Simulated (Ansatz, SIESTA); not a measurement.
Given: the input of a run of Ansatz 0.2.0 on Sn3Te. Atoms were shifted at random by some hundredths of an Å from the given cell, which wasn't relaxed again for these runs. The cell comes from a database or a generator and needn't be the stable form of this composition.

The input input.yaml:

```yaml
crystal:
  lattice:
    - [-2.300904, 2.300904, 5.516494]
    - [2.300904, -2.300904, 5.516494]
    - [2.300904, 2.300904, -5.516494]
  atoms:
    - { symbol: Te, position: [0.00135, -0.014459, -0.00963] }
    - { symbol: Sn, position: [0.488308, 0.495123, -0.011284] }
    - { symbol: Sn, position: [0.253285, 0.757309, 0.502229] }
    - { symbol: Sn, position: [0.757875, 0.244694, 0.490573] }
kpoints:
  mp_grid: { grid: [8, 8, 8] }
scf:
  occupations: { method: fermi_dirac, width: 0.05 }
hamiltonian:
  xc: pbesol
  pseudopotentials: { kind: all_electron, lapw: { basis_error: 0.001 } }
output:
  forces: true
  stress: true
  eigenvalues: true
  populations: true
```

Potentials or basis: all-electron LAPW, scalar-relativistic.

The run is started by

```console
$ ansatz run input.yaml --threads 2 --pin off --max-ram 8192MiB --backend cpu --events-out ev --progress --plain --runs-dir out
```

Task: Translate it to SIESTA 5.4.2. Potentials or basis there: files PseudoDojo sr-pbesol-0.4.1-standard, DZP (energy shift 0.003 Ry; two zetas on semicore shells).

Result: As run (cutoffs and basis follow the program's own potentials, and thresholds, step limits or extra output files can differ):

Contents of Sn3Te.fdf:

```
SystemName                      Sn3Te
SystemLabel                     Sn3Te
NumberOfSpecies                 2
NumberOfAtoms                   4
%block ChemicalSpeciesLabel
  1  52 Te
  2  50 Sn
%endblock ChemicalSpeciesLabel

LatticeConstant                 1.0 Ang
%block LatticeVectors
    -2.3009040000     2.3009040000     5.5164940000
     2.3009040000    -2.3009040000     5.5164940000
     2.3009040000     2.3009040000    -5.5164940000
%endblock LatticeVectors
AtomicCoordinatesFormat         Fractional
%block AtomicCoordinatesAndAtomicSpecies
     0.0013500000    -0.0144590000    -0.0096300000  1  Te
     0.4883080000     0.4951230000    -0.0112840000  2  Sn
     0.2532850000     0.7573090000     0.5022290000  2  Sn
     0.7578750000     0.2446940000     0.4905730000  2  Sn
%endblock AtomicCoordinatesAndAtomicSpecies

%block kgrid.MonkhorstPack
    8   0   0  0.0
    0   8   0  0.0
    0   0   8  0.0
%endblock kgrid.MonkhorstPack
XC.Functional                   GGA
XC.Authors                      PBEsol
PAO.BasisSize                   DZP
PAO.EnergyShift                 0.003 Ry
Mesh.Cutoff                     500 Ry
OccupationFunction              FD
ElectronicTemperature           0.05 eV
MaxSCFIterations                120
SCF.MustConverge                false
SCF.Mixer.Method                Pulay
SCF.Mixer.Weight                0.25
SCF.Mixer.History               8
SCF.DM.Tolerance                5.0e-05
SCF.H.Tolerance                 1.0e-03 eV
WriteForces                     true
Charge.Mulliken                 end
%block PAO.Basis
  Te 4
  n=5 0 2
    5.613 0.000
  n=5 1 2
    7.253 0.000
  n=4 2 2
    3.260 0.000
  n=5 2 1
    7.253
  Sn 4
  n=5 0 2
    6.406 0.000
  n=5 1 2
    8.599 0.000
  n=4 2 2
    3.767 0.000
  n=5 2 1
    8.599
%endblock PAO.Basis
```

Potentials or basis: PseudoDojo 0.4 standard (PBEsol files), converted to PSML, two zetas on semicore shells, DZP (energy shift 0.003 Ry; two zetas on semicore shells).

The run is started by

```bash
$ siesta Sn3Te.fdf > Sn3Te.out 2>&1
```

Both were run:

|  | Ansatz | SIESTA |
| --- | --- | --- |
| Pressure | -2.9 GPa | -2.0 GPa |

Where Ansatz's input types no cutoff or centring, it takes its own default and a Γ-centred mesh.

Pressure is positive in compression.
